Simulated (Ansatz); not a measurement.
**Ti (simple cubic): energy against volume**

All numbers below come from DFT, PBEsol, plane waves (420 eV) with PAW, scalar-relativistic in Ansatz. (PAW data from PBE, frozen cores regenerated.)

The cell is scaled uniformly from the relaxed one, with fractional coordinates and shape fixed. Energies are extrapolated to zero smearing, pressures are those at the given smearing. Magnetic state: spin not included.

A Birch-Murnaghan fit gives V₀ = 17.45 Å³/atom, B₀ = 86 GPa, B₀′ = 3.5.

Problem. What are the energy above the minimum and the pressure at 15.462 Å³/atom?

Solution. 72.7 meV/atom and 13.07 GPa as computed.

Problem. What are the energy above the minimum and the pressure at 18.273 Å³/atom?

Solution. 9.6 meV/atom and -3.31 GPa as computed.

Problem. What are the energy above the minimum and the pressure at 19.679 Å³/atom?

Solution. 63.1 meV/atom and -8.01 GPa as computed.
